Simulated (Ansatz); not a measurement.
**LiF at 22 GPa: from Born charge to LO–TO splitting and polaron coupling**

All numbers below come from DFT LDA, scalar-relativistic, plane waves, PAW in Ansatz 0.2.0. Settings: 420 eV plane-wave cutoff, Γ-centred 10×10×10 mesh, fixed occupations. No spin polarisation. Phonons by linear response, acoustic sum rule imposed.

The cell, relaxed at 22 GPa:
```cif
data_structure
_symmetry_space_group_name_H-M 'P 1'
_symmetry_Int_Tables_number 1
_cell_length_a 2.6079
_cell_length_b 2.6079
_cell_length_c 2.6079
_cell_angle_alpha 60.000
_cell_angle_beta 60.000
_cell_angle_gamma 60.000
_cell_volume 12.54
loop_
_atom_site_label
_atom_site_type_symbol
_atom_site_fract_x
_atom_site_fract_y
_atom_site_fract_z
_atom_site_occupancy
Li1 Li 0.00000 0.00000 0.00000 1
F1 F 0.50000 0.50000 0.50000 1
```

Linear response gives ν_TO = 501.3 cm⁻¹, Born charges ±1.021 e (positive on Li) and ε∞ = 2.172. The primitive cell holds 12.542 Å³, and the masses are 6.940 and 18.998 amu.

Task: Find ν_LO and the static dielectric constant.

Result: The long-wave field adds a restoring force: ω_LO² − ω_TO² = Z*²e²/(ε_vac ε∞ μV). In these units ν_LO² − ν_TO² = 4.92064×10⁷ Z*²/(μ V ε∞) cm⁻², with μ = m₁m₂/(m₁ + m₂) = 5.083 amu: 370144 cm⁻². So ν_LO = √(501.3² + 370144) = 788.3 cm⁻¹, and the run gives 788.3. Lyddane–Sachs–Teller then gives ε0 = ε∞ (ν_LO/ν_TO)² = 5.37, against 5.37 in the run (it forms both from the same three quantities, so the match checks the arithmetic only). Between ν_TO and ν_LO the dielectric function is negative and an undamped crystal reflects fully: a reststrahlen band from 12.7 to 19.9 μm.

Task: What do the Clausius–Mossotti polarisability and the Szigeti charge come to?

Result: With the Lorentz local field, α = (3V/4π)(ε∞ − 1)/(ε∞ + 2) = 0.84 Å³ for the pair, and e_S = 3Z*/(ε∞ + 2) = 0.73 e. The Born charge includes the electrons' response to the dipole's own local field, and e_S takes that enhancement out. The Lorentz field assumes point-like polarisable ions, a fair picture at this small ε∞.

Task: How strongly does a slow electron couple to the LO mode?

Result: For one isotropic parabolic band, Fröhlich's constant is α_F = (1/ε∞ − 1/ε0) √(m* Ry/ħω_LO), with Ry = 13.606 eV, ħω_LO = 97.7 meV and m* in free-electron masses: α_F = 0.2742 × 11.80 × √m* = 3.23 √m*. The band mass isn't part of this run; for m* = 0.1, 0.3 and 1 it gives 1.02, 1.77, 3.23. In weak coupling the polaron lies α_F ħω_LO below the band edge (173 meV at m* = 0.3) with a mass m*(1 + α_F/6); past α_F of about 5 or 6 that expansion fails. A semilocal functional's ε∞ tends to be too large, which taken alone lowers α_F.